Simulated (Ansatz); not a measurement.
## What DFT gives for SrSi4

```
Sr Si
1.0
     0.00000    4.26329    0.00000
     4.26329    0.00000    0.00000
     2.13165    2.13165   -5.16108
Sr Si
1 4
Direct
  0.00000 0.00000 0.00000
  0.38000 0.38000 0.24000
  0.62000 0.62000 0.76000
  0.75000 0.25000 0.50000
  0.25000 0.75000 0.50000
```

Level: PBE, no spin polarisation; 420 eV; 9×9×9 Γ-centred mesh; gaussian occupations (width 0.2848 eV); Ansatz 0.2.0, fixed geometry.

- Electronic structure: It is a metal, with about 2.5 states/eV a cell as the mean within 0.25 eV of the Fermi level, mostly Si p (58 %) and Si s (22 %).
- Formation energy: 0.03 eV an atom against the elements' usual phases (free molecules for gases, crystals otherwise, with no correction for O₂ or N₂), too near zero to call. Relaxing would lower it.
- Charges: Bader charges in e: Sr +1.26, Si -0.41 to -0.22. In the mean Sr gives up most and Si takes most.
- Forces: The largest is on Si2 (and as large on other atoms): 0.94 eV/Å, components (0.00, 0.00, -0.94). It makes 180° with the line to a nearest neighbour, Si3 at 2.48 Å, pointing away from it.
- Stress: The pressure is 3.3 GPa (compression positive), so with the atoms held at these fractions the cell would first expand; the forces are large, so a full relaxation may end otherwise. The principal stresses 0.8, 4.6, 4.6 GPa differ, so its shape would change too.

Origin: a known structure type with other elements, at an estimated volume, so it need not be a known compound. Caveats: wide smearing.
